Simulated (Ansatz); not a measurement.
Level of theory: DFT PBE, scalar-relativistic, plane waves, PAW (Ansatz 0.2.0). All cells share a 420 eV cutoff and Γ-centred k meshes spaced about 0.3 Å⁻¹ or finer (0.25 for metals, 2π included). No spin polarisation in the final relaxations.

These are static total energies at zero pressure. All come from trial cells, and lower structures may exist.

**Question.** Order these relaxed structures of GaMo by energy, lowest first, with the energy over the lowest of them.
A.

```cif
data_structure
_symmetry_space_group_name_H-M 'Pmma'
_symmetry_Int_Tables_number 51
_cell_length_a 4.5825
_cell_length_b 2.7441
_cell_length_c 4.8762
_cell_angle_alpha 90.000
_cell_angle_beta 90.000
_cell_angle_gamma 90.000
_cell_volume 61.32
loop_
_atom_site_label
_atom_site_type_symbol
_atom_site_symmetry_multiplicity
_atom_site_Wyckoff_symbol
_atom_site_fract_x
_atom_site_fract_y
_atom_site_fract_z
_atom_site_occupancy
Ga1 Ga 2 e 0.75000 0.00000 0.65811 1
Mo1 Mo 2 f 0.75000 0.50000 0.15193 1
```

B.

```cif
data_structure
_symmetry_space_group_name_H-M 'P-6m2'
_symmetry_Int_Tables_number 187
_cell_length_a 2.8711
_cell_length_b 2.8711
_cell_length_c 4.3763
_cell_angle_alpha 90.000
_cell_angle_beta 90.000
_cell_angle_gamma 120.000
_cell_volume 31.24
loop_
_atom_site_label
_atom_site_type_symbol
_atom_site_symmetry_multiplicity
_atom_site_Wyckoff_symbol
_atom_site_fract_x
_atom_site_fract_y
_atom_site_fract_z
_atom_site_occupancy
Ga1 Ga 1 a 0.00000 0.00000 0.00000 1
Mo1 Mo 1 f 0.66667 0.33333 0.50000 1
```

C.

```cif
data_structure
_symmetry_space_group_name_H-M 'P4/nmm:1'
_symmetry_Int_Tables_number 129
_cell_length_a 3.1621
_cell_length_b 3.1621
_cell_length_c 13.8589
_cell_angle_alpha 90.000
_cell_angle_beta 90.000
_cell_angle_gamma 90.000
_cell_volume 138.57
loop_
_atom_site_label
_atom_site_type_symbol
_atom_site_symmetry_multiplicity
_atom_site_Wyckoff_symbol
_atom_site_fract_x
_atom_site_fract_y
_atom_site_fract_z
_atom_site_occupancy
Ga1 Ga 2 c 0.00000 0.50000 0.27669 1
Ga2 Ga 2 c 0.50000 0.00000 0.42161 1
Mo1 Mo 2 c 0.50000 0.00000 0.94082 1
Mo2 Mo 2 c 0.50000 0.00000 0.16382 1
```

D.

```cif
data_structure
_symmetry_space_group_name_H-M 'P4/nmm:1'
_symmetry_Int_Tables_number 129
_cell_length_a 3.2982
_cell_length_b 3.2982
_cell_length_c 5.7183
_cell_angle_alpha 90.000
_cell_angle_beta 90.000
_cell_angle_gamma 90.000
_cell_volume 62.20
loop_
_atom_site_label
_atom_site_type_symbol
_atom_site_symmetry_multiplicity
_atom_site_Wyckoff_symbol
_atom_site_fract_x
_atom_site_fract_y
_atom_site_fract_z
_atom_site_occupancy
Ga1 Ga 2 c 0.00000 0.50000 0.62212 1
Mo1 Mo 2 c 0.50000 0.00000 0.88345 1
```

**Answer.** D (0 meV/atom), B (76 meV/atom), C (112 meV/atom), A (129 meV/atom). Forms: D P4/nmm; B Ga and Mo ordered on hcp sites, P-6m2; C P4/nmm; A AuCd (B19) type, Pmma. Counting all near atoms (those within 1.25 times the shortest distance at each site; a plus sign parts nearer from farther groups; a slash parts the counts of unlike sites): D has Ga 10+4, Mo 10+4; B has Ga 12, Mo 12; C has Ga 12+1/4+9, Mo 8+5/14; A has Ga 12, Mo 12.

Cells relaxed within their symmetry can be saddle points. Some types were kept out of the candidates beforehand, so the set may lack a known form.
